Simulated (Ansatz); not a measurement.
Here is the system:

Ge:
```yaml
crystal:
  lattice:
    - [0.00000, 2.82697, 2.82697]
    - [2.82697, 0.00000, 2.82697]
    - [2.82697, 2.82697, 0.00000]
  atoms:
    - { symbol: Ge, position: [0.50000, 0.50000, 0.50000] }
    - { symbol: Ge, position: [0.75000, 0.75000, 0.75000] }
```

This is the r²SCAN+D4-relaxed structure.

Q: All from the program Ansatz at the r²SCAN+D4 level (PAW), unless another level is named. Estimate the band gap.

A: 0.46 eV (direct).

Q: Predict the valence-band maximum.

A: at Γ.

Space group Fd-3m (diamond). The cell was relaxed with r²SCAN+D4 under the symmetry of its start. Spin–orbit coupling is left out wherever it is not named.

Potentials: the earlier of the program's two PAW sets.
